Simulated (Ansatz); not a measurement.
TlPd$_{3}$:
```yaml
crystal:
  lattice:
    - [-2.08729, 2.08729, 3.79234]
    - [2.08729, -2.08729, 3.79234]
    - [2.08729, 2.08729, -3.79234]
  atoms:
    - { symbol: Tl, position: [0.00000, 0.00000, 0.00000] }
    - { symbol: Pd, position: [0.75000, 0.25000, 0.50000] }
    - { symbol: Pd, position: [0.25000, 0.75000, 0.50000] }
    - { symbol: Pd, position: [0.50000, 0.50000, 0.00000] }
```

Relaxed with r²SCAN.

**Question.** Map the valence electron density (e/Å³), cut off at 5 on the plane through (0.000, 0.000, 0.000) spanned by u = [0, 0, 1] and v = [1, -1, 0] in lattice vectors, from the program Ansatz at the r²SCAN level (PAW).

**Answer.** x is the fraction of u, y of v (the angle between them is 90°; rows are the nearest grid lines); atoms in the plane: Tl at (0.00, 0.00), Pd at (0.50, 0.75), Pd at (0.50, 0.25), Pd at (0.00, 0.50).
```
|@@@+:.             .:+@@@|
|@@@+:               :+@@@|
|*+-:.     ..:..     .:-+*|
|::..     .-*#*-.     ..::|
|.       .=@@@@@=.       .|
|        -@@@@@@@-        |
|        -@@@@@@@-        |
|        :%@@@@@%:        |
|..      .=@@@@@=.      ..|
|@@*:.     ..:..     .:*@@|
|@@@*.               .*@@@|
|@@@@-               -@@@@|
|@@@@-               -@@@@|
|@@@*.               .*@@@|
|@@*:.     ..:..     .:*@@|
|..      .=@@@@@=.      ..|
|        :%@@@@@%:        |
|        -@@@@@@@-        |
|        -@@@@@@@-        |
|.       .=@@@@@=.       .|
|::..     .-*#*-.     ..::|
|*+-:.     ..:..     .:-+*|
|@@@+:               :+@@@|
|@@@+:.             .:+@@@|
```
Scale: ten equal steps from 0.184 (start of ' ') to 5.00 (end of '@'), in the order ' .:-=+*#%@'; x runs from 0.000 to 1.00, y from 0.000 (bottom) to 1.00 (top).

The density is the valence pseudo-density with augmentation charge, so density and ELF within about 1 Å of a nucleus are not all-electron values.

Space group I4/mmm. The workflow started from an entry of the Crystallography Open Database (COD). Its standing as an ambient phase is unchecked. Symmetry was held in the r²SCAN relaxation; whether a distortion lowers the energy is not shown. The run is not spin-polarised. Spin–orbit coupling is left out wherever it is not named.

Potentials: the later of the program's two PAW sets.
